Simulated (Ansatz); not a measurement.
Input file for Ansatz (a program for electronic structure):

Ansatz 0.2 input:
```yaml
crystal:
  lattice:
    - [-3.200076421, 3.3648419573, 3.3648412734]
    - [3.200076421, -3.3648419573, 3.3648412734]
    - [3.200076421, 3.3648419573, -3.3648412734]
  atoms:
    - { symbol: Sn, position: [0.9999608184, 0.2499608184, 0.75] }
    - { symbol: Sn, position: [0.0000391816, 0.7500391816, 0.25] }
    - { symbol: Sn, position: [0.5, 0.5, 0.5] }
    - { symbol: Sn, position: [0.5, 0.0, 0.0] }
    - { symbol: O, position: [0.1940952837, 0.1941256207, 0.5000303369] }
    - { symbol: O, position: [0.8059047163, 0.8058743793, 0.4999696631] }
    - { symbol: O, position: [0.1940952837, 0.6940649468, 0.9999696631] }
    - { symbol: O, position: [0.8059047163, 0.3059350532, 0.0000303369] }
    - { symbol: O, position: [0.6941357486, 0.7500400789, 0.9440956697] }
    - { symbol: O, position: [0.3058642514, 0.2499599211, 0.0559043303] }
    - { symbol: O, position: [0.3059444092, 0.7500400789, 0.5559043303] }
    - { symbol: O, position: [0.6940555908, 0.2499599211, 0.4440956697] }
kpoints:
  mp_grid: { grid: [6, 6, 6] }
hamiltonian:
  xc: r2scan
  pseudopotentials: { azcp: { folder: ./paw }, kind: paw }
scf:
  occupations: { method: fixed }
checkpoint: { read: static.run }
output: { write_density: true, elf: true, volumetric_format: npy }
basis: { fft_grid_basis: typed }
```

Output (shortened):

```
Pseudopotential: Sn, paw, valence charge 14
Pseudopotential: O, paw, valence charge 6
Functional definition: r2SCAN
Crystal: 12 atoms, lattice volume = 144.927 Å³
Basis set: ecut = 500 eV, 3667 PW (Γ), exchange–correlation on 180×180×180 points (64 copies of the dense FFT grid, shifted against one another)
Bands: 64, of which v1, the nominal top of the filled ones, is band 52 counted from 1 (51 counted from 0)
Symmetry: 8 space group operations
Space group: Imma (ITA 74), of the structure as read, at distance tolerance 5.3e-5 Å
k-points: 46 of 216
Stability of the state it starts from, as read at its close in the unpolarized treatment …
iter 1 solved again at ethr=6.64e-8 eV; its pass at ethr=3.10e-3 eV (dr2=6.90e-5 eV) is discarded
SCF iter   1: F=—  HF=-28705.134924 eV  |F-HF|=—  |Δ(HF+E_count)|=         —  Δρ=8.40e-7  dr2=9.21e-10  dr2_τ=7.34e-11  ethr=6.64e-8  ⟨swp⟩=3.8  Hψ=18846  notcnv=0  defer=453
preconditioner: auto → Resta (q_TF=auto, 2.581 Å⁻¹)
SCF iter   2: F=-28705.134924 eV  HF=-28705.134924 eV  |F-HF|=5.35e-10  |Δ(HF+E_count)|=   2.93e-8  Δρ=7.84e-7  dr2=6.94e-10  dr2_τ=1.34e-10  ethr=1.00e-12  ⟨swp⟩=14.0  Hψ=16324  notcnv=0
SCF 1 converged in 2 iterations: F = -28705.134924 eV  dr2 = 6.94e-10
SCF converged after 2 iterations
Free energy (F): -28705.134924 eV
Harris-Foulkes:  -28705.134924 eV  (|F-HF|=5.35e-10)
Internal energy: -28705.134924 eV  (E = F + TS)
E sigma→0 (E₀):  -28705.134924 eV
Fermi energy:    8.931335 eV
--- Per-component energies (eV) ---
  E_band       = -322.761559
  E_kinetic    = 2042.518766
  E_local      = -6376.788227  (includes V_loc(G=0)·N_el)
  E_nonlocal   = 995.803563
  E_hartree    = 2910.121594
  E_xc         = -1025.662404
  E_vxc        = -1151.562989  (∫ρ·V_xc dr)
  E_paw        = -18920.570747  (= ΣΔE_a)
  E_vpaw       = -1725.175700  (= ΣTr[D̂ρ^β])
  E_aug_tail   = 0.002472  (compensation charges beyond the density's cutoff)
  E_vtau       = 72.198189  (kinetic-family band-sum trace: ∫τ·v_τ [+ j·A + Jᵃ·Aᵃ] dr)
  E_ewald      = -8333.245696
  E_core_change = 2.685756  (= ΣΔE_core)
  E_smearing   =  0.000000  (= −TS)
  E_closure    = 0.000000  (closes the sum)
  Σ components = -28705.134924   (vs F -28705.134924, Δ=0.00e0)
  [band-id]    e_kinetic+e_local+e_nonlocal+2·e_hartree+e_vxc+e_vpaw+e_augmentation_tail+e_vtau = -322.760739   (vs E_band -322.761559, Δ=8.20e-4)
--- Band table (eV; the first three rows and the last of 46) ---
  k-point 0: bands = ["-12.7997", "-12.5299", "-12.5299", "-12.0095", "-12.0095", "-11.9083", "-11.6105", "-11.5908", "-11.5908", "-11.5403", "-11.4679", "-11.4570", "-11.4570", "-11.4000", "-11.4000", "-11.3829", "-11.3598", "-11.3597", "-11.3489", …
  k-point 1: bands = ["-12.7431", "-12.5569", "-12.4829", "-12.0405", "-11.9233", "-11.8915", "-11.7025", "-11.6791", "-11.5957", "-11.5434", "-11.4620", "-11.4534", "-11.4518", "-11.4019", "-11.4000", "-11.3854", "-11.3822", "-11.3800", "-11.3600", …
  k-point 2: bands = ["-12.6005", "-12.5501", "-12.3467", "-12.1334", "-12.0493", "-11.8935", "-11.7831", "-11.7575", "-11.5611", "-11.5219", "-11.4612", "-11.4470", "-11.4378", "-11.4374", "-11.4133", "-11.4086", "-11.3982", "-11.3929", "-11.3802", …
  k-point 45: bands = ["-12.5191", "-12.5191", "-12.5142", "-12.5142", "-11.9928", "-11.9928", "-11.5933", "-11.5932", "-11.5892", "-11.5892", "-11.4546", "-11.4545", "-11.4181", "-11.4181", "-11.4059", "-11.4059", "-11.3666", "-11.3666", "-11.3478", …
```

Cost: roughly 40 core-seconds on shared cores.

Space group P4_2/mnm (rutile). Symmetry was held in the r²SCAN relaxation. Point labels and valley counts follow the cell and symmetry of the run, lower than the named group. Scalar-relativistic: spin–orbit coupling is off unless named, which matters more the heavier the elements.

Potentials: the earlier of the program's two PAW sets.

Ansatz is a plane-wave DFT program.
